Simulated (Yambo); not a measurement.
Ca2FeH6 (space group Fm-3m, No. 225), G0W0@PBEsol in Yambo with this input:

```
rim_cut
gw0
dyson
el_el_corr
HF_and_locXC
ppa
em1d
RandQpts= 1000000
RandGvec= 1 Ry
EXXRLvcs= 90 Ry
VXCRLvcs= 360 Ry
Chimod= "HARTREE"
% BndsRnXp
 5 | 161 |
%
NGsBlkXp= 8 Ry
% LongDrXp
 1.0 | 1.0 | 1.0 |
%
PPAPntXp= 27.2114 eV
% GbndRnge
 1 | 161 |
%
GTermKind= "BG"
DysSolver= "n"
ExtendOut
```

On a 4×4×4 mesh, with wavefunctions cut at 90 Ry, the gap (W → X) is 2.478 eV and the valence edge shifts by -0.104 eV.

### Question
What happens with this change: 2 Ry block?

### Answer
The gap rises by 0.389 eV, to 2.867 eV; the shift of the valence edge becomes -0.181 eV. Neither run is shown to be the converged limit.

Geometry of the Materials Project entry, not relaxed at this level; primitive cell a = b = c = 4.9442 Å, α = β = γ = 60.00°.

The structure is a Materials Project entry; no match was found in the copy of COD used, and its stability was not checked.

The runs are not spin-polarised; magnetic order was not tried.

A shift is the quasiparticle energy of the state minus its PBEsol energy.
